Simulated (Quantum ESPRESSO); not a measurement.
## Quadrupole interaction in Ca4ClF7 (changed cell)

```
CELL_PARAMETERS angstrom
      5.70202     0.00000     0.00000
      0.00000     5.70202     0.00000
      0.00000     0.00000     5.70202
ATOMIC_POSITIONS crystal
  Ca 0.98710 0.98710 0.01290
  Cl 0.25000 0.25000 0.75000
  F  0.25000 0.75000 0.75000
  Ca 0.98710 0.51290 0.48710
  F  0.25000 0.75000 0.25000
  F  0.25000 0.25000 0.25000
  Ca 0.51290 0.98710 0.48710
  F  0.75000 0.25000 0.25000
  F  0.75000 0.75000 0.25000
  Ca 0.51290 0.51290 0.01290
  F  0.75000 0.75000 0.75000
  F  0.75000 0.25000 0.75000
```
The cell was made here from a computed Materials Project entry: one of 8 F replaced by Cl, cell and atoms relaxed (PBE without dispersion, pw.x of a modified build of Quantum ESPRESSO, symmetry kept). The parent is CaF2 in Fm-3m. The swapped cell is a model, not a known phase. Stability against distortions was not tested.

Principal values are ordered |Vxx| ≤ |Vyy| ≤ |Vzz|, η = (Vxx − Vyy)/Vzz, and C_Q = eQVzz/h is given by its size. Cores are frozen. Against all-electron runs on small test molecules, this scheme's |Vzz| missed by −6 to +4 % (−29 % in KF) on F. Ca had no test against all-electron runs.

Quadrupole moments taken as inputs (sizes, barn, from the tables of PySCF and pymatgen): ⁴³Ca 0.0408, ³⁵Cl 0.0817.

**Question.** What do the calculations give at each independent site (field gradients by a PBE PAW density (pw.x of Quantum ESPRESSO, JTH datasets) with the all-electron reconstruction of Petrilli and co-workers, 25 Ha, k-mesh 4×4×4 through Γ)?

**Answer.** 
```csv
site,site symmetry,Vzz (10²¹ V/m²),η_Q,∣C_Q∣ (MHz)
"Ca (atoms 1, 4, 7, 10)",3m,-1.41,0.00,1.39 (⁴³Ca)
Cl (atom 2),-43m,0,–,0 (³⁵Cl)
"F1 (atoms 3, 6, 12)",-42m,-2.02,0.00,–
"F2 (atoms 5, 8, 11)",-42m,1.22,0.00,–
F3 (atom 9),-43m,0,–,–
```
